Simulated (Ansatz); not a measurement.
**6 guesses for SiAs₃ and where they end**

All numbers below come from DFT PBE, scalar-relativistic, plane waves, PAW in Ansatz 0.2.0. All cells share a 420 eV cutoff and Γ-centred k meshes spaced at most about 0.3 Å⁻¹ (about 0.25 or finer for metals, 2π included). No spin polarisation in the final relaxations.

Each guess was relaxed in cell and atoms at zero pressure, within the symmetry of its start. These are static total energies at zero pressure. Coordination counts As atoms around Si (those within 1.25 times the shortest such distance or 1.15 times the sum of covalent radii, 1.27 where that leaves under three; a plus sign parts nearer from farther groups; the shortest distance is added where it exceeds 1.18 times the sum of covalent radii; a slash parts the counts of unlike sites).

```
guess    made from  start group  V start (Å³/atom)            end group  V end (Å³/atom)  coordination at the end  gap on mesh (eV)  E over the lowest end (meV/atom)
    1   Mo3Os type        Pm-3n               19.4          Pm-3n (A15)             18.8         Si 12 from 3.0 Å                 0                               543
    2  random cell        Im-3m               26.5                Im-3m             19.1                     Si 6                 0                                62
    3  random cell        P-3m1               26.6                P-3m1             19.4                     Si 6                 0                               134
    4    SnP3 type         R-3m               20.3                 R-3m             21.1                   Si 3+3                 0                                 0
    5  random cell        F-43m               20.9                    ?                ?                        ?                 ?                                 ?
    6   AgAu3 type       I4/mmm               18.8  Fm-3m (BiF3 (D0_3))             18.1        Si 8+6 from 2.9 Å                 0                               415
```

Guess 5 as it starts:

```cif
data_structure
_symmetry_space_group_name_H-M 'F-43m'
_symmetry_Int_Tables_number 216
_cell_length_a 8.7471
_cell_length_b 8.7471
_cell_length_c 8.7471
_cell_angle_alpha 90.000
_cell_angle_beta 90.000
_cell_angle_gamma 90.000
_cell_volume 669.26
loop_
_atom_site_label
_atom_site_type_symbol
_atom_site_symmetry_multiplicity
_atom_site_Wyckoff_symbol
_atom_site_fract_x
_atom_site_fract_y
_atom_site_fract_z
_atom_site_occupancy
Si1 Si 4 b 0.50000 0.00000 0.00000 1
Si2 Si 4 c 0.25000 0.25000 0.25000 1
As1 As 24 f 0.76305 0.00000 0.00000 1
```

Q: Predict the end of this guess and its energy over the lowest end.

A: It ends in space group F-43m (No. 216), with a = 8.941 Å, 22.3 Å³/atom and no gap. It lies 0.54 eV/atom over the lowest end, above guess 6 and within the noise of guess 1. Counting As atoms around Si, this end has Si 6/12 from 3.2 Å and the lowest (guess 4) has Si 3+3. The lowest (guess 4) holds As–As units of three or more atoms (shortest 2.49 Å); in this end the shortest As–As distance is 2.79 Å, near bonding range too.

```cif
data_structure
_symmetry_space_group_name_H-M 'P 1'
_symmetry_Int_Tables_number 1
_cell_length_a 6.3225
_cell_length_b 6.3225
_cell_length_c 6.3225
_cell_angle_alpha 60.000
_cell_angle_beta 60.000
_cell_angle_gamma 60.000
_cell_volume 178.71
loop_
_atom_site_label
_atom_site_type_symbol
_atom_site_fract_x
_atom_site_fract_y
_atom_site_fract_z
_atom_site_occupancy
Si1 Si 0.50000 0.50000 0.50000 1
Si2 Si 0.75000 0.75000 0.75000 1
As1 As 0.22098 0.77902 0.77902 1
As2 As 0.77902 0.22098 0.22098 1
As3 As 0.22098 0.77902 0.22098 1
As4 As 0.77902 0.22098 0.77902 1
As5 As 0.22098 0.22098 0.77902 1
As6 As 0.77902 0.77902 0.22098 1
```

Energies over the elements count from the elements' standard structures at the same level, with no fitted energy shifts.

Q: Is the lowest end bound against the elements?

A: No: its formation energy is +0.09 eV/atom. It can't be a ground state, since the elements alone are lower.

For metals, differences of a few meV/atom aren't resolved. Weakly bound directions are ill-defined at this level, which has no dispersion term (R-3m), and this can change margins and order among such cells. In Im-3m, P-3m1, Fm-3m an odd number of electrons in the primitive cell allows no gap without spin; a larger cell or a magnetic state could open one. A magnetic state wasn't ruled out in cells without spin, among them Im-3m, P-3m1, Fm-3m. The reference form of As is held partly by dispersion forces, which this level lacks. Cells relaxed within their symmetry can be saddle points. A lower structure may well exist outside this small set. Some structure types and database cells were kept out of the candidates from the start, so a known form may be missing.
